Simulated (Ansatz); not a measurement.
FePt (CuAu type, space group P4/mmm)

```xyz
2
Lattice="2.7301 0.0000 0.0000 0.0000 2.7301 0.0000 0.0000 0.0000 3.7639" Properties=species:S:1:pos:R:3 pbc="T T T"
Fe     1.3650     1.3650     1.8819
Pt     0.0000     0.0000     0.0000
```

Grid over V/V₀ and (c/a)/(c/a)₀, subscript 0 meaning the relaxed cell; the conventional c axis lies along z; no internal relaxation.

Computed with PBE (plane waves to 420 eV, PAW, scalar-relativistic; Ansatz, a program for electronic structure). k mesh 17×17×12 (Γ-centred), Fermi-Dirac smearing 0.05 eV. The energy includes the smearing's −TS. With partly filled bands, the response to shear is sensitive to the k mesh, so small differences along c/a are uncertain. FePt was relaxed with its symmetry unable to fall. Relaxed FePt ends ferromagnetic. Spin-orbit coupling is left out, though Pt is heavy. The magnetic order is the one the run started from; other orders were not tried. ΔE is measured from the relaxed starting cell.

Task: What ΔE (meV/atom) does the calculation give at all points of the grid V/V₀ = 0.920, 0.960, 1.000, 1.040, 1.080 by (c/a)/(c/a)₀ = 0.920, 0.960, 1.000, 1.040, 1.080?

Result: ΔE (meV/atom), with V/V₀ across and (c/a)/(c/a)₀ down:

```
(c/a)/(c/a)₀ \ V/V₀  0.920  0.960  1.000  1.040  1.080
-------------------  -----  -----  -----  -----  -----
0.920                   98     43     25     36     69
0.960                   75     23      6     18     53
1.000                   67     15      0     13     48
1.040                   76     23      7     20     55
1.080                  101     46     28     39     73
```

(A scan under strain: stresses follow from slopes of the energy per volume, elastic moduli from its curvatures.)
